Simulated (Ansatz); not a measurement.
A geometry of MgZn2 away from equilibrium: the start of the relaxation of a relaxed MgZn2 cell, doubled along one cell vector, shaken by Gaussian noise of σ = 0.08 Å a coordinate. These are PBEsol (plane waves to 420 eV, PAW, scalar-relativistic; Ansatz, a program for electronic structure) values and carry that method's errors. Γ-centred k-mesh 9×5×8 on the run's cell (coarser than for final values), Fermi–Dirac smearing 0.05 eV.

```xyz
12
Lattice="1.9543 -6.0158 0.0000 3.9087 12.0316 0.0000 0.0000 0.0000 4.1080" Properties=species:S:1:pos:R:3 pbc="T T T"
Zn     1.9110    -4.7599     3.1185
Zn     3.8124     1.1904     3.0493
Zn     1.9858     4.7439     0.9256
Zn     3.8472    10.8620     0.8447
Zn     1.9823     2.7977     2.9442
Zn     3.9490     8.7750     2.9705
Zn     1.9672    -2.9674     1.1099
Zn     3.9374     3.0961     0.9474
Mg     1.8712    -1.0035     2.9379
Mg     3.8044     4.9970     3.1646
Mg     1.9760     1.0504     1.0879
Mg     3.9482     7.0556     1.0283
```

Problem. What forces act on the atoms (eV/Å)?

Solution. 
| atom | Fx | Fy | Fz |
|---|---|---|---|
| Zn1 | 0.45 | -0.62 | 0.13 |
| Zn2 | 0.65 | -0.36 | 0.15 |
| Zn3 | -0.47 | 0.18 | 0.27 |
| Zn4 | 0.31 | -0.02 | 0.31 |
| Zn5 | -0.24 | 1.01 | 0.56 |
| Zn6 | -0.60 | 1.07 | 0.33 |
| Zn7 | -0.10 | 0.04 | -0.50 |
| Zn8 | 0.07 | -0.39 | 0.19 |
| Mg9 | 0.14 | -0.38 | 0.59 |
| Mg10 | 0.23 | -0.17 | -0.93 |
| Mg11 | -0.15 | -0.20 | -0.98 |
| Mg12 | -0.29 | -0.17 | -0.14 |

Problem. What is the pressure?

Solution. +1.7 GPa, compression positive.

Problem. How much energy per atom can still be gained by relaxing?

Solution. 0.05 eV/atom; the path ends in Cmcm (No. 63).

No spin polarisation in the result.

The first start was generated by placing the elements on the sites of a structure type. Materials Project lists a structure of MgZn2 in the same space group, Cmcm (No. 63); the sites were not compared with it, nor with measured phases. Known forms of MgZn2 include space group No. 194.
